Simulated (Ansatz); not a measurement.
Starting structure of a cell relaxation (symmetry kept):

```cif
data_structure
_symmetry_space_group_name_H-M 'Fm-3m'
_symmetry_Int_Tables_number 225
_cell_length_a 4.2483
_cell_length_b 4.2483
_cell_length_c 4.2483
_cell_angle_alpha 90.000
_cell_angle_beta 90.000
_cell_angle_gamma 90.000
_cell_volume 76.67
loop_
_atom_site_label
_atom_site_type_symbol
_atom_site_symmetry_multiplicity
_atom_site_Wyckoff_symbol
_atom_site_fract_x
_atom_site_fract_y
_atom_site_fract_z
_atom_site_occupancy
Co1 Co 4 a 0.00000 0.00000 0.00000 1
O1 O 4 b 0.50000 0.00000 0.00000 1
```

Computed with Ansatz 0.2.0, DFT PBEsol, scalar-relativistic, plane waves, PAW.

Cutoff 420 eV; k points 16×16×16 on the computed 2-atom cell (Γ-centred); Gaussian smearing, width 0.10 eV; collinear spin from starting moments 2.74 0.35 μB.

**Question.** What does it relax to?

**Answer.** The volume falls by 0.54 Å³/atom to 9.04 Å³/atom, and the energy falls by 15.5 meV/atom. The cell ends with a moment of 2.74 μB (only this magnetic start was tried). Final structure:
```cif
data_structure
_symmetry_space_group_name_H-M 'Fm-3m'
_symmetry_Int_Tables_number 225
_cell_length_a 4.1663
_cell_length_b 4.1663
_cell_length_c 4.1663
_cell_angle_alpha 90.000
_cell_angle_beta 90.000
_cell_angle_gamma 90.000
_cell_volume 72.32
loop_
_atom_site_label
_atom_site_type_symbol
_atom_site_symmetry_multiplicity
_atom_site_Wyckoff_symbol
_atom_site_fract_x
_atom_site_fract_y
_atom_site_fract_z
_atom_site_occupancy
Co1 Co 4 a 0.00000 0.00000 0.00000 1
O1 O 4 b 0.50000 0.00000 0.00000 1
```

Course of the relaxation (steps run on the plane waves of an earlier cell, and the basis is chosen afresh near the end, so energy and pressure can step there; trial steps that raised the energy were taken back; energies are free energies):

| step | E − E_final (meV/atom) | P (GPa) | V (Å³/atom) |
| --- | --- | --- | --- |
| 1 | 15.5 | -9.09 | 9.58 |
| 2 | 3.5 | -4.78 | 9.34 |
| 3 | -1.9 | -0.28 | 9.08 |
| 4 | -2.0 | 0.00 | 9.06 |
| 5 | 0.0 | -0.34 | 9.06 |
| 6 | -0.1 | 0.00 | 9.04 |
| 7 | 0.0 | 0.00 | 9.04 |

The cell holds one magnetic atom, so it can only be ferromagnetic; an antiferromagnetic order may lie lower.

Cost: 1 run of about 0.91 core-minutes, on Intel Xeon Platinum 8259CL (Skylake/Cascade Lake) (shared hosts).